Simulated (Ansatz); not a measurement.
# MgPd: computed property card

MgPd:
```yaml
crystal:
  lattice:
    - [3.14453, 0.00000, 0.00000]
    - [0.00000, 3.14453, 0.00000]
    - [0.00000, 0.00000, 3.14453]
  atoms:
    - { symbol: Mg, position: [0.00000, 0.00000, 0.00000] }
    - { symbol: Pd, position: [0.50000, 0.50000, 0.50000] }
```

Space group Pm-3m (No. 221), CsCl type; conventional cell a = b = c = 3.145 Å, α = β = γ = 90.00°.

Method: DFT-PBEsol in the program Ansatz with PAW potentials. The cell and atoms are relaxed at this level. Other levels are named where they apply.

### Cell and energy

| Quantity | Result |
|---|---|
| Volume per atom | 15.55 Å³ |
| Density | 6.98 g/cm³ |
| Formation energy from the elements (no fitted shifts) | -67 kJ/mol-atom |

### Electronic structure

| Quantity | Result |
|---|---|
| Electronic character | metallic (no gap) |
| Density of states at the Fermi level | 0.45 states/eV per atom (mean over ±0.08 eV) |
| Gap with spin–orbit coupling | none (metallic) |

### Mechanics

| Item | Result |
|---|---|
| Bulk modulus (Birch–Murnaghan fit) | 104 GPa |
| Pressure derivative B′ | 4.5 |
| Elastic constants (relaxed ions, GPa) | C11 = 97.1, C12 = 107, C44 = 64.8 |
| Mechanical stability | unstable (C has a negative eigenvalue) |

### Phonons

| Property | Result |
|---|---|
| Highest zone-centre frequency | 247 cm⁻¹ |
| Zone-centre stability | no imaginary mode at Γ |

The workflow started from a Materials Project entry (that database holds measured and hypothetical structures alike); the Crystallography Open Database files this formula in space group No. 221, but the cells were not matched. Whether it is the stable phase at ambient conditions was not checked. The cell was relaxed with PBEsol under the symmetry of its start. The run is not spin-polarised. As this level gives no gap, shear constants depend on the k-mesh and smearing (Fermi–Dirac, 0.1 eV here). As this level gives no gap, phonon frequencies hold no LO–TO term and depend on the k-mesh and smearing (Fermi–Dirac, 0.1 eV here). The references are the lowest solids computed at this level, not always the standard phases. Spin–orbit coupling is left out wherever it is not named.

Potentials: the later of the program's two PAW sets.
